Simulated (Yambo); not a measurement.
Rb$_{2}$NaScCl$_{6}$ (space group Fm-3m, No. 225), G0W0@LDA in Yambo with this input:

```
rim_cut
gw0
dyson
el_el_corr
HF_and_locXC
ppa
em1d
RandQpts= 1000000
RandGvec= 1 Ry
EXXRLvcs= 88 Ry
VXCRLvcs= 352 Ry
Chimod= "HARTREE"
% BndsRnXp
 3 | 394 |
%
NGsBlkXp= 7 Ry
% LongDrXp
 1.0 | 1.0 | 1.0 |
%
PPAPntXp= 27.2114 eV
% GbndRnge
 1 | 394 |
%
GTermKind= "BG"
DysSolver= "n"
ExtendOut
```

On a 2×2×2 mesh, with wavefunctions cut at 88 Ry, the gap (Γ → Γ) is 7.396 eV and the valence edge shifts by -1.717 eV.

Q: What happens with this change: pole fitted at 10 eV?

A: The gap falls by 0.100 eV, to 7.296 eV; the shift of the valence edge becomes -1.579 eV. Neither run is shown to be the converged limit.

Geometry of the Materials Project entry, not relaxed at this level; primitive cell a = b = c = 7.341 Å, α = β = γ = 60.00°.

The structure is a Materials Project entry; no match was found in the copy of COD used, and its stability was not checked.

A shift is the quasiparticle energy of the state minus its LDA energy.
